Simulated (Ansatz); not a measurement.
## CdI2-type CeF2

Method: PBE, scalar-relativistic; collinear spin; PAW, 420 eV, 10×10×6 k-mesh, Gaussian smearing of 0.05 eV; code Ansatz; PAW files: Ansatz's generated set soft_2.

```cif
data_structure
_symmetry_space_group_name_H-M 'P-3m1'
_symmetry_Int_Tables_number 164
_cell_length_a 3.6328
_cell_length_b 3.6328
_cell_length_c 5.5630
_cell_angle_alpha 90.000
_cell_angle_beta 90.000
_cell_angle_gamma 120.000
_cell_volume 63.58
loop_
_atom_site_label
_atom_site_type_symbol
_atom_site_symmetry_multiplicity
_atom_site_Wyckoff_symbol
_atom_site_fract_x
_atom_site_fract_y
_atom_site_fract_z
_atom_site_occupancy
Ce1 Ce 1 a 0.00000 0.00000 0.00000 1
F1 F 2 d 0.33333 0.66667 0.23545 1
```

The cell came from substitution into a structure type; no database entry of this phase was matched, which doesn't show that none exists.

Magnetic state: ferromagnetic, site spin moments Ce -1.32 μB.

**Question.** Which orbitals carry the states at the Fermi level, and how many states are there?

**Answer.** Within 0.1 eV of it: Ce 4f 89 % (shares among the projected shells; no valence p shell of Ce is among them). The density of states at the Fermi level is about 5.4 states/eV per cell, averaged over 0.3 eV.

Density of states (tetrahedra, averaged over 0.3 eV; states/eV per cell of 3 atoms; energy in eV from the Fermi level; projections on Löwdin-orthogonalised atomic orbitals, summed over sites):

```tsv
E	total	Ce 4f up	Ce 4f down	Ce 5d down	Ce 5d up	Ce 6s
-1.00	0.0	0.0	0.0	0.0	0.0	0.0
-0.70	2.2	0.0	0.7	1.3	0.0	0.0
-0.40	1.2	0.0	0.8	0.3	0.0	0.0
-0.10	4.6	0.0	4.2	0.3	0.0	0.1
0.20	5.6	0.1	4.5	0.3	0.5	0.1
0.50	10.8	0.7	8.2	0.3	1.2	0.1
0.80	6.6	1.4	4.1	0.5	0.3	0.1
1.10	15.1	13.5	0.2	0.4	0.5	0.2
1.40	5.4	3.8	0.1	0.7	0.4	0.2
1.70	4.3	2.3	0.2	0.9	0.5	0.2
2.00	2.8	0.6	0.1	1.0	0.6	0.3
2.30	3.0	0.3	0.1	1.0	1.1	0.3
2.60	2.5	0.2	0.0	0.8	1.0	0.2
2.90	2.2	0.1	0.0	0.7	0.9	0.2
3.20	2.0	0.1	0.0	0.8	0.7	0.2
3.50	2.5	0.0	0.0	1.2	0.7	0.2
3.80	2.2	0.0	0.0	0.8	0.8	0.2
4.10	2.1	0.0	0.0	0.3	1.3	0.2
4.40	2.1	0.0	0.0	0.8	0.8	0.2
4.70	1.8	0.0	0.0	0.8	0.5	0.2
5.00	2.1	0.0	0.0	0.5	1.0	0.1
```

Semilocal functionals without a Hubbard U often give a metal, as here, for f-electron compounds that are insulators. No spin–orbit coupling, a notable omission for heavy elements. Site moments are of spin, integrated over atomic spheres.

The state of the open shells isn't shown to be the lowest, and forces and pressures are less sure for it.
